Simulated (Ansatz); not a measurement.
Consider the following.

GaN:
```cif
data_Ga2N2
_chemical_formula_sum 'Ga2 N2'
_space_group_name_H-M_alt 'P 1'
_space_group_IT_number 1
_cell_length_a 3.15426
_cell_length_b 3.15426
_cell_length_c 7.59751
_cell_angle_alpha 90.000
_cell_angle_beta 90.000
_cell_angle_gamma 120.000
loop_
_space_group_symop_operation_xyz
  'x, y, z'
loop_
_atom_site_label
_atom_site_type_symbol
_atom_site_fract_x
_atom_site_fract_y
_atom_site_fract_z
_atom_site_occupancy
Ga1 Ga 0.66667 0.33333 0.25000 1
Ga2 Ga 0.33333 0.66667 0.75000 1
N1 N 0.00000 0.00000 0.75000 1
N2 N 0.00000 0.00000 0.25000 1
```

This is the LDA-relaxed structure.

All from LDA (plane waves, PAW; program Ansatz), unless another level is named. Give the band gap.

1.22 eV (indirect).

And the smallest direct gap on the standard path?

1.80 eV.

Give the weight of the valence-edge state by species (Voronoi cells).

N 92 %, Ga 8 %.

Space group P6_3/mmc. The first step of the workflow began from a Materials Project structure, measured or hypothetical; the Crystallography Open Database copy checked does not list it. It is not the phase usual at ambient conditions (space group No. 186, 216). The LDA relaxation kept the symmetry of its start; phonons on a q-mesh show weakly imaginary modes. A crystal of weakly bound layers computed without a dispersion correction: the cell and the soft elastic constants depend strongly on that. Scalar-relativistic: spin–orbit coupling is off unless named, which matters more the heavier the elements.

Potentials: the later of the program's two PAW sets.
